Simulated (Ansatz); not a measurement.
Data:

CoNiN₂:
```
CoNiN2
1.0
    1.36925     0.79053     5.74291
   -1.36925     0.79053     5.74291
    0.00000    -1.58107     5.74291
Co Ni N
1 1 2
Direct
  0.50000   0.50000   0.50000
  0.00000   0.00000   0.00000
  0.89585   0.89585   0.89585
  0.10415   0.10415   0.10415
```
The run is spin-polarised; directions of the spins, atom by atom: 0 0 0 0.

This is the PBE-relaxed structure.

Task: All from DFT-PBE in the program Ansatz with PAW potentials, unless another level is named. Predict the electronic character.

Result: metallic (no gap).

Task: Predict the density of states at the Fermi level.

Result: 1.1 states/eV per atom (mean over ±0.08 eV).

Task: Predict the formation energy from the elements (no fitted shifts).

Result: 0.48 eV/atom.

Space group R-3m. The start of the workflow was typed in or built on a structure type; neither database checked (COD, Materials Project) lists it. Whether it is the stable phase at ambient conditions was not checked. The cell was relaxed with PBE under the symmetry of its start; whether a distortion lowers the energy is not shown. Magnetic state: ferromagnetic, the only order run, not a proven ground state. Its formation energy is positive at this level, so the cell may be metastable or incomplete. No Hubbard U is applied. The references are the lowest solids computed at this level, not always the standard phases (solids in place of the gases).

Potentials: the earlier of the program's two PAW sets.
